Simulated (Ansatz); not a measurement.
NaHO:
Space group P2₁ (No. 4); a = 3.492 Å, b = 3.393 Å, c = 5.096 Å, α = γ = 90.00°, β = 106.14°

| atom | site | symmetry | x | y | z |
|---|---|---|---|---|---|
| Na | 2a | 1 | 0.1658 | 0.7966 | 0.2993 |
| H | 2a | 1 | 0.5396 | 0.4373 | 0.0667 |
| O | 2a | 1 | 0.6559 | 0.2661 | 0.2268 |

Relaxed with PBEsol.

### Question
Tabulate the valence density and the electron localisation function along the shortest Na–O contact (2.32 Å), PBEsol (plane waves, PAW; program Ansatz).

### Answer


| distance from Na (Å) | density (e/Å³) | ELF |
|---|---|---|
| 0.23 | 15.99 | 0.33 |
| 0.35 | 11.08 | 0.49 |
| 0.46 | 6.12 | 0.59 |
| 0.58 | 2.53 | 0.60 |
| 0.70 | 0.83 | 0.48 |
| 0.81 | 0.32 | 0.19 |
| 0.93 | 0.19 | 0.04 |
| 1.05 | 0.15 | 0.02 |
| 1.16 | 0.17 | 0.12 |
| 1.28 | 0.26 | 0.40 |
| 1.39 | 0.41 | 0.68 |
| 1.51 | 0.69 | 0.80 |
| 1.63 | 1.17 | 0.84 |
| 1.74 | 2.08 | 0.84 |
| 1.86 | 3.50 | 0.81 |
| 1.97 | 5.15 | 0.71 |
| 2.09 | 6.58 | 0.53 |

The density is the valence pseudo-density with augmentation charge, so density and ELF within about 1 Å of a nucleus are not all-electron values.

Space group P2_1. The workflow started from a Materials Project entry (that database holds measured and hypothetical structures alike); the Crystallography Open Database copy checked does not list it. COD files the formula under space group No. 11. Whether it is the stable phase at ambient conditions was not checked. The PBEsol relaxation kept the symmetry of its start; its stability against distortions is not shown here.

Potentials: the later of the program's two PAW sets.
